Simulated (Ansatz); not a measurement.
**Property card for BN**

BN:
```yaml
crystal:
  lattice:
    - [2.31931, 0.00000, 0.00000]
    - [0.00000, 2.31931, 0.00000]
    - [0.00000, 0.00000, 2.31931]
  atoms:
    - { symbol: B, position: [0.00000, 0.00000, 0.00000] }
    - { symbol: N, position: [0.50000, 0.50000, 0.50000] }
```

Space group Pm-3m (No. 221), CsCl type; conventional cell a = b = c = 2.319 Å, α = β = γ = 90.00°.

Method: PBE (plane waves, PAW; program Ansatz). Geometry: relaxed at this level of theory. Other levels are named where they apply.

Cell and energy:

- Volume per atom: 6.24 Å³
- Density: 3.30 g/cm³
- Formation energy from the elements (no fitted shifts): 2.55 eV/atom

Electronic structure:

Electronic character: metallic (no gap)
Density of states at the Fermi level: 0.37 states/eV per atom (mean over ±0.08 eV)

Mechanics:

Bulk modulus (Birch–Murnaghan fit): 241 GPa
Pressure derivative B′: 4.6

A made-up cell: these elements were put on the sites of a structure type; neither database checked (COD, Materials Project) lists it. It is not the phase usual at ambient conditions (space group No. 186, 194, 216). The PBE relaxation kept the symmetry of its start; whether a distortion lowers the energy is not shown. The references are the lowest solids computed at this level, not always the standard phases (solids in place of the gases).

Potentials: the later of the program's two PAW sets.
